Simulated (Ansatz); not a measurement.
Consider the following.

NbP:
```yaml
crystal:
  lattice:
    - [-1.66020, 1.66020, 5.64432]
    - [1.66020, -1.66020, 5.64432]
    - [1.66020, 1.66020, -5.64432]
  atoms:
    - { symbol: Nb, position: [0.99912, 0.99912, 0.00000] }
    - { symbol: Nb, position: [0.74912, 0.24912, 0.50000] }
    - { symbol: P, position: [0.41688, 0.41688, 0.00000] }
    - { symbol: P, position: [0.16688, 0.66688, 0.50000] }
```

This is the PBEsol-relaxed structure.

Task: All from the program Ansatz at the PBEsol level (PAW), unless another level is named. Give the electronic character.

Result: no gap, with almost no states at the Fermi level (zero-gap or semimetallic).

Task: And the formation energy from the elements (no fitted shifts)?

Result: -1.11 eV/atom.

Task: Predict the gap with spin–orbit coupling.

Result: none (metallic).

Space group I4_1md. The cell was relaxed with PBEsol under the symmetry of its start. The run is not spin-polarised. A small band overlap can be real or an error of a semilocal functional. The references are the lowest solids computed at this level, not always the standard phases. Scalar-relativistic: spin–orbit coupling is off unless named, which matters more the heavier the elements.

Potentials: the later of the program's two PAW sets.
